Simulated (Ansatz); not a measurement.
# Is this Al2GaP3 structure stable?

It was reached by relaxing an invented guess, and it needn't be the stable form of this composition.

All numbers below come from Ansatz 0.2.0, DFT PBE, scalar-relativistic, plane waves, PAW. The final run on the 12-atom cell used 420 eV, a Γ-centred 12×12×2 mesh, 0.02 eV smearing and no spin polarisation.

```xyz
12
Lattice="3.8859 0.0000 0.0000 -1.9429 3.3653 0.0000 0.0000 0.0000 19.1646" Properties=species:S:1:pos:R:3 pbc="T T T"
Al    0.0000    2.2435    0.0004
Al    0.0000    2.2435   12.7730
Al    1.9429    1.1218    3.1907
Al    1.9429    1.1218    9.5827
Ga    0.0000    2.2435    6.3945
Ga    1.9429    1.1218   15.9768
P     0.0000    2.2435    2.3932
P     0.0000    2.2435    8.7892
P     0.0000    2.2435   15.1655
P     1.9429    1.1218    5.5833
P     1.9429    1.1218   11.9754
P     1.9429    1.1218   18.3715
```

Energies over the elements count from the elements' standard structures at the same level, with no fitted energy shifts. The references include black phosphorus.

Problem. These tests were run: energy against the elements; phonons on a 2×2×1 q mesh; elastic tensor. What do they show?

Solution.

| test | result |
| --- | --- |
| energy against the elements | −0.559 eV/atom |
| phonons on a 2×2×1 q mesh | no imaginary mode on the mesh |
| elastic tensor | least eigenvalue 39 GPa |

It fails none of these tests. Whether a mixture of other phases lies lower isn't tested here.

The reference form of P is held partly by dispersion forces, which this level lacks. The run for the phonons used a 12×12×2 k mesh. The run for the elastic tensor used a 12×12×2 k mesh.
